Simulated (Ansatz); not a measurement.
A geometry of Li away from equilibrium: the start of the relaxation of a generated trial cell of Li in the AFLOW prototype A_mC12_5_3c (A19). The numbers are results of r2SCAN (plane waves to 500 eV, PAW, scalar-relativistic; Ansatz, a first-principles code), not measurements. Γ-centred k-mesh 11×11×3 on the run's cell (coarser than for final values), Fermi–Dirac smearing 0.05 eV.

```xyz
6
Lattice="3.0736 -1.7770 0.0000 3.0736 1.7770 0.0000 -0.4077 0.0000 11.6741" Properties=species:S:1:pos:R:3 pbc="T T T"
Li     3.2811    -0.8174     2.8602
Li     2.4584    -0.8174     8.8140
Li     3.7096     1.0662     4.6697
Li     2.0298     1.0662     7.0045
Li     4.5511    -0.2488     0.8172
Li     1.1884    -0.2488    10.8570
```

Predict the force on each atom, in eV/Å.


```tsv
atom	Fx	Fy	Fz
Li1	-0.39	0.02	-0.22
Li2	0.39	0.02	0.22
Li3	0.20	-0.10	0.52
Li4	-0.20	-0.10	-0.52
Li5	0.23	0.08	0.41
Li6	-0.23	0.08	-0.41
```

What is the pressure?

+0.2 GPa, compression positive.

How much energy per atom can still be gained by relaxing?

0.18 eV/atom; the path ends in Fm-3m (No. 225) (fcc (Cu type)).

No spin polarisation in the result.

The run could not lose the symmetry of its start; a randomly shaken copy of 2 atoms returns to this structure.

The relaxed structure has the type that Li is known to take under pressure; here it was relaxed at zero pressure, from a generated start.
